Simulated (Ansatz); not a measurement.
BP (zinc blende), relaxed with HSE06 (Ansatz, an electronic-structure program, plane waves, PAW): a = b = c = 4.5239 Å, α = β = γ = 90.00°.

```
Property              Result
--------------------  ------
gap (eV)                1.95
B₀ by P(V) fit (GPa)     174
```

### Question
The same phase is relaxed and computed with r²SCAN in the same code. What are the cell and these values now?

### Answer
a = b = c = 4.536 Å, α = β = γ = 90.00°.

gap (eV): 1.41
B₀ by P(V) fit (GPa): 169

All cells were relaxed under the symmetry of their starts (and spin orders); stability against distortions was not tested throughout.

Potentials: the later of the program's two PAW sets.

Ansatz is a plane-wave DFT program.
